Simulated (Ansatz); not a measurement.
**Computed properties of GaN**

GaN:
```
CELL_PARAMETERS angstrom
      3.21712     0.00000     0.00000
     -1.60856     2.78610     0.00000
      0.00000     0.00000    10.49533
ATOMIC_POSITIONS crystal
  Ga 0.00000 0.00000 0.00051
  Ga 0.00000 0.00000 0.50051
  Ga 0.66667 0.33333 0.75022
  Ga 0.33333 0.66667 0.25022
  N  0.00000 0.00000 0.81252
  N  0.00000 0.00000 0.31252
  N  0.66667 0.33333 0.56238
  N  0.33333 0.66667 0.06238
```

Space group P6_3mc (No. 186); conventional cell a = 3.2171 Å, b = 3.2171 Å, c = 10.4953 Å, α = 90.00°, β = 90.00°, γ = 120.00°.

Method: PBE in the plane-wave PAW code Ansatz. Geometry: relaxed at this level of theory. Other levels are named where they apply.

Cell and energy:

```
Item                                                          Result
-----------------------------------------------------  -------------
Volume per atom                                             11.76 Å³
Density                                                   5.91 g/cm³
Formation energy from the elements (no fitted shifts)  -0.43 eV/atom
```

Electronic structure:

```
Item                                                                      Result
------------------------------------------------  ------------------------------
Band gap                                                        1.62 eV (direct)
Valence-band maximum                                                        at Γ
Conduction-band minimum                                                     at Γ
Electron effective mass                                      0.15 mₑ (isotropic)
Electron effective mass with spin–orbit coupling             0.15 mₑ (isotropic)
Hole effective mass, band 1 of 2 at the edge       2.3 along x, 2.1 along z (mₑ)
Hole effective mass, band 2 of 2 at the edge      0.15 along x, 2.1 along z (mₑ)
Hole effective mass with spin–orbit coupling                    2.1 along z (mₑ)
HSE06 gap on the PBE cell                                                2.85 eV
Gap with spin–orbit coupling                                             1.62 eV
```

Mechanics:

```
Quantity                                                                                                      Result
-----------------------------------------------------------  -------------------------------------------------------
Bulk modulus (Birch–Murnaghan fit)                                                                           172 GPa
Pressure derivative B′                                                                                           4.4
Elastic constants (relaxed ions, GPa)                        C11 = 322, C12 = 117, C13 = 77.5, C33 = 361, C44 = 89.0
Mechanical stability                                                          stable (all eigenvalues of C positive)
Hill bulk and shear moduli                                                                           172 and 103 GPa
Young's modulus                                                                                              259 GPa
Poisson's ratio                                                                                                 0.25
Debye temperature from the elastic constants                                                                   608 K
Piezoelectric stress constants (proper, relaxed ions, C/m²)          e15 = e24 = 0.17, e31 = e32 = 0.23, e33 = -0.41
```

Dielectric response:

```
Property                                                                                  Value
--------------------------------------------------------  -------------------------------------
Electronic dielectric constant ε∞ (DFPT)                              6.05 (xx = yy), 6.16 (zz)
Static dielectric constant ε0 (ions relaxed, cell fixed)              10.7 (xx = yy), 11.3 (zz)
Born charges (a third of the trace)                       Ga +2.67 to +2.70, N -2.69 to -2.68 e
Largest static χ(2) component                                                           14 pm/V
```

Phonons:

```
Item                                                                      Result
--------------------------------------------------  ----------------------------
Highest zone-centre frequency (without LO–TO term)                      83.9 meV
Zone-centre stability                                     no imaginary mode at Γ
Dynamical stability on the path                     stable (no imaginary branch)
Zero-point energy                                                  74.2 meV/atom
Vibrational entropy at 300 K                             17.0 J/(K·mol of atoms)
```

Charges:

```
Quantity                              Value
-------------  ----------------------------
Bader charges  Ga +1.54 to +1.55, N -1.55 e
```

The cell is a constructed one: a structure type filled with these elements. Its sites differ from those of the usual phase in this space group: another stacking or structure type. The PBE relaxation kept the symmetry of its start. Signs of piezoelectric constants follow the polarity of the cell as given. The references are the lowest solids computed at this level, not always the standard phases (solids in place of the gases). Scalar-relativistic: spin–orbit coupling is off unless named, which matters more the heavier the elements.

Potentials: the later of the program's two PAW sets.
